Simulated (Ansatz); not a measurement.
CsSrF3:
```cif
data_CsF3Sr
_chemical_formula_sum 'Cs1 Sr1 F3'
_space_group_name_H-M_alt 'P 1'
_space_group_IT_number 1
_cell_length_a 4.76394
_cell_length_b 4.76394
_cell_length_c 4.76394
_cell_angle_alpha 90.000
_cell_angle_beta 90.000
_cell_angle_gamma 90.000
loop_
_space_group_symop_operation_xyz
  'x, y, z'
loop_
_atom_site_label
_atom_site_type_symbol
_atom_site_fract_x
_atom_site_fract_y
_atom_site_fract_z
_atom_site_occupancy
Cs1 Cs 0.00000 0.00000 0.00000 1
Sr1 Sr 0.50000 0.50000 0.50000 1
F1 F 0.00000 0.50000 0.50000 1
F2 F 0.50000 0.00000 0.50000 1
F3 F 0.50000 0.50000 0.00000 1
```

Relaxed with r²SCAN.

Problem. Which orbitals make up the states near the band edges in r²SCAN in the plane-wave PAW code Ansatz?

Solution. Top 1 eV of the valence band: F 2p 96 %. Bottom 1 eV of the conduction band: Cs 6s 60 %, Sr 5s 17 %, F 2s 9 %. Projections are on Löwdin-orthogonalised atomic valence shells; empty p or d shells of many metals are not among them.

Problem. Tabulate the density of states.

Solution. States/eV per cell of 5 atoms, in 0.25 eV bins, energy from the valence-band maximum.

| E (eV) | total | F 2p | Cs 5p | Cs 6s |
|---|---|---|---|---|
| -7.85 | 0.00 | 0.00 | 0.00 | 0.00 |
| -7.60 | 0.00 | 0.00 | 0.00 | 0.00 |
| -7.35 | 0.00 | 0.00 | 0.00 | 0.00 |
| -7.10 | 0.00 | 0.00 | 0.00 | 0.00 |
| -6.85 | 0.00 | 0.00 | 0.00 | 0.00 |
| -6.60 | 0.00 | 0.00 | 0.00 | 0.00 |
| -6.35 | 0.00 | 0.00 | 0.00 | 0.00 |
| -6.10 | 0.00 | 0.00 | 0.00 | 0.00 |
| -5.85 | 0.00 | 0.00 | 0.00 | 0.00 |
| -5.60 | 0.00 | 0.00 | 0.00 | 0.00 |
| -5.35 | 0.00 | 0.00 | 0.00 | 0.00 |
| -5.10 | 1.46 | 0.07 | 1.38 | 0.00 |
| -4.85 | 19.43 | 0.46 | 18.73 | 0.07 |
| -4.60 | 3.12 | 0.03 | 3.07 | 0.01 |
| -4.35 | 0.00 | 0.00 | 0.00 | 0.00 |
| -4.10 | 0.00 | 0.00 | 0.00 | 0.00 |
| -3.85 | 0.00 | 0.00 | 0.00 | 0.00 |
| -3.60 | 0.00 | 0.00 | 0.00 | 0.00 |
| -3.35 | 0.00 | 0.00 | 0.00 | 0.00 |
| -3.10 | 0.00 | 0.00 | 0.00 | 0.00 |
| -2.85 | 0.00 | 0.00 | 0.00 | 0.00 |
| -2.60 | 0.00 | 0.00 | 0.00 | 0.00 |
| -2.35 | 0.00 | 0.00 | 0.00 | 0.00 |
| -2.10 | 0.00 | 0.00 | 0.00 | 0.00 |
| -1.85 | 0.00 | 0.00 | 0.00 | 0.00 |
| -1.60 | 0.00 | 0.00 | 0.00 | 0.00 |
| -1.35 | 0.00 | 0.00 | 0.00 | 0.00 |
| -1.10 | 6.63 | 6.24 | 0.01 | 0.02 |
| -0.85 | 9.07 | 8.50 | 0.06 | 0.16 |
| -0.60 | 18.59 | 17.66 | 0.28 | 0.08 |
| -0.35 | 19.52 | 18.92 | 0.19 | 0.04 |
| -0.10 | 18.19 | 17.67 | 0.06 | 0.01 |
| 0.15 | 0.00 | 0.00 | 0.00 | 0.00 |
| 0.40 | 0.00 | 0.00 | 0.00 | 0.00 |
| 0.65 | 0.00 | 0.00 | 0.00 | 0.00 |
| 0.90 | 0.00 | 0.00 | 0.00 | 0.00 |
| 1.15 | 0.00 | 0.00 | 0.00 | 0.00 |
| 1.40 | 0.00 | 0.00 | 0.00 | 0.00 |
| 1.65 | 0.00 | 0.00 | 0.00 | 0.00 |
| 1.90 | 0.00 | 0.00 | 0.00 | 0.00 |
| 2.15 | 0.00 | 0.00 | 0.00 | 0.00 |
| 2.40 | 0.00 | 0.00 | 0.00 | 0.00 |
| 2.65 | 0.00 | 0.00 | 0.00 | 0.00 |
| 2.90 | 0.00 | 0.00 | 0.00 | 0.00 |
| 3.15 | 0.00 | 0.00 | 0.00 | 0.00 |
| 3.40 | 0.00 | 0.00 | 0.00 | 0.00 |
| 3.65 | 0.00 | 0.00 | 0.00 | 0.00 |
| 3.90 | 0.00 | 0.00 | 0.00 | 0.00 |
| 4.15 | 0.00 | 0.00 | 0.00 | 0.00 |
| 4.40 | 0.00 | 0.00 | 0.00 | 0.00 |
| 4.65 | 0.00 | 0.00 | 0.00 | 0.00 |
| 4.90 | 0.00 | 0.00 | 0.00 | 0.00 |
| 5.15 | 0.00 | 0.00 | 0.00 | 0.00 |
| 5.40 | 0.00 | 0.00 | 0.00 | 0.00 |
| 5.65 | 0.00 | 0.00 | 0.00 | 0.00 |
| 5.90 | 0.00 | 0.00 | 0.00 | 0.00 |
| 6.15 | 0.00 | 0.00 | 0.00 | 0.00 |
| 6.40 | 0.00 | 0.00 | 0.00 | 0.00 |
| 6.65 | 0.00 | 0.00 | 0.00 | 0.00 |
| 6.90 | 0.00 | 0.00 | 0.00 | 0.00 |
| 7.15 | 0.00 | 0.00 | 0.00 | 0.00 |
| 7.40 | 0.10 | 0.00 | 0.00 | 0.06 |
| 7.65 | 0.19 | 0.00 | 0.00 | 0.11 |
| 7.90 | 0.29 | 0.01 | 0.00 | 0.17 |
| 8.15 | 0.41 | 0.01 | 0.01 | 0.24 |
| 8.40 | 0.64 | 0.02 | 0.01 | 0.34 |
| 8.65 | 1.43 | 0.04 | 0.01 | 0.54 |
| 8.90 | 2.28 | 0.07 | 0.02 | 0.72 |
| 9.15 | 5.63 | 0.13 | 0.04 | 0.66 |
| 9.40 | 5.02 | 0.09 | 0.02 | 0.53 |
| 9.65 | 8.23 | 0.09 | 0.01 | 0.50 |
| 9.90 | 7.22 | 0.12 | 0.01 | 0.32 |
| 10.15 | 3.81 | 0.06 | 0.01 | 0.21 |
| 10.40 | 4.59 | 0.06 | 0.01 | 0.32 |
| 10.65 | 3.06 | 0.04 | 0.01 | 0.22 |
| 10.90 | 1.99 | 0.03 | 0.00 | 0.13 |
| 11.15 | 4.92 | 0.06 | 0.00 | 0.16 |
| 11.40 | 4.20 | 0.04 | 0.00 | 0.11 |
| 11.65 | 3.34 | 0.02 | 0.00 | 0.06 |
| 11.90 | 2.31 | 0.01 | 0.00 | 0.05 |

Space group Pm-3m (cubic perovskite). The first step of the workflow began from a Materials Project structure, measured or hypothetical; the Crystallography Open Database copy checked does not list it. Whether it is the stable phase at ambient conditions was not checked. Symmetry was held in the r²SCAN relaxation; whether a distortion lowers the energy is not shown. Spin–orbit coupling is left out wherever it is not named.

Potentials: the later of the program's two PAW sets.
